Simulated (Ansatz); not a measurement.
SiO2 (rutile)

```xyz
6
Lattice="4.1848 0.0000 0.0000 0.0000 4.1848 0.0000 0.0000 0.0000 2.6684" Properties=species:S:1:pos:R:3 pbc="T T T"
Si     2.0924     2.0924     1.3342
Si     0.0000     0.0000     0.0000
O      3.3733     3.3733     1.3342
O      1.2810     2.9038     0.0000
O      2.9038     1.2810     0.0000
O      0.8114     0.8114     1.3342
```

In this cell atom 5 (O, nearest neighbour Si at 1.760 Å; its periodic images, 2.7 Å or more away, move with it) is moved by s along Cartesian [110], unit vector (0.707, 0.707, 0.000); all other atoms and the cell stay fixed.

The numbers are results of r2SCAN (plane waves to 500 eV, PAW, scalar-relativistic; Ansatz, a first-principles code), not measurements. k mesh 7×7×10 (Γ-centred), Fermi-Dirac smearing 0.05 eV. The energy includes the smearing's −TS. F∥ is the force on the atom along that direction. F⊥ is the part of the force across the line. SiO2 was relaxed with its symmetry unable to fall. The PAW data are Ansatz's earlier set. The zero of ΔE is the undisplaced structure.

| s (Å) | |F⊥| (eV/Å) | ΔE (meV/cell) | F∥ (eV/Å) |
|---|---|---|---|
| -0.350 | 0.115 | 800 | 4.683 |
| -0.280 | ___ | 508 | 3.684 |
| -0.210 | 0.035 | 283 | 2.725 |
| -0.140 | 0.014 | ___ | 1.798 |
| -0.070 | 0.003 | 31 | 0.893 |
| 0.000 | 0.000 | 0 | 0.000 |
| 0.070 | 0.003 | 31 | -0.893 |
| 0.140 | 0.014 | ___ | -1.798 |
| 0.210 | 0.035 | 283 | -2.725 |
| 0.280 | ___ | 508 | -3.684 |
| 0.350 | 0.115 | 800 | -4.683 |

Problem. What belongs in the gaps?

Solution. 
- -0.280, |F⊥| (eV/Å): 0.067
- -0.140, ΔE (meV/cell): 125
- 0.140, ΔE (meV/cell): 125
- 0.280, |F⊥| (eV/Å): 0.067

(A displaced cell: forces are minus the slopes of the energy, force constants its curvatures, and phonons follow from these.)
